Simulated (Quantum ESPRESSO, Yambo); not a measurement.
For SrCaI4 (space group P2/m, No. 10), Yambo gives the independent-particle static dielectric constant along x as 4.31 on PBEsol bands and 3.56 after a scissor of 2.02 eV widens every gap (2×4×2 mesh, 185 bands, 3 Ry local-field block, 0.2 eV broadening). Axes are Cartesian, with cell vectors (Å) (6.91, 0.00, 0.00), (0.00, 4.57, 0.00), (-0.03, 0.00, 7.95).

Problem. A scissor keeps the position matrix elements. In a one-oscillator model, how does ε − 1 scale, and what mean transition energy do the two values imply?

Solution. Each transition adds |r|²/E to ε − 1, so ε − 1 ∝ 1/(E0 + Δ). Then (3.56 − 1)/(4.31 − 1) = E0/(E0 + Δ) = 0.773, and E0 = Δ(ε' − 1)/(ε − ε') = 6.9 eV. The computed Im ε, weighted by 1/E up to 20 eV, has its mean at 7.0 eV; the smallest direct PBEsol gap is 3.38 eV. The scissor comes from a G0W0 run whose convergence isn't established. Convergence of the RPA response with its 2×4×2 mesh was not tested.

Bands from Quantum ESPRESSO.

Spin-orbit coupling is not included.

Geometry relaxed with PBE+D3(BJ); primitive cell a = 6.909 Å, b = 4.568 Å, c = 7.947 Å, α = 90.00°, β = 90.16°, γ = 90.00°.

The structure is a Materials Project entry; no match was found in the copy of COD used, and its stability was not checked.
